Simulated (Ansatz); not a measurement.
Here is the system:

TiAl:
```
TiAl
1.0
    3.17171     0.00000     0.00000
    0.00000     3.17171     0.00000
    0.00000     0.00000     3.17171
Ti Al
1 1
Direct
  0.00000   0.00000   0.00000
  0.50000   0.50000   0.50000
```

This is the r²SCAN-relaxed structure.

All from r²SCAN (plane waves, PAW; program Ansatz), unless another level is named. Give the density of states at the Fermi level.

1.1 states/eV per atom (mean over ±0.08 eV).

Next, the formation energy from the elements (no fitted shifts)?

-0.31 eV/atom.

Space group Pm-3m (CsCl type). The first step of the workflow began from a Materials Project structure, measured or hypothetical; the Crystallography Open Database copy checked does not list it. With Ti and Al taken as one species the cell has the higher symmetry Im-3m, so it may be an ordered model of a mixed-site phase. It is not the phase usual at ambient conditions (space group No. 123). The cell was relaxed with r²SCAN under the symmetry of its start. At this level the phase is mechanically unstable. No spin polarisation was allowed. The references are the lowest solids computed at this level, not always the standard phases.

Potentials: the earlier of the program's two PAW sets.
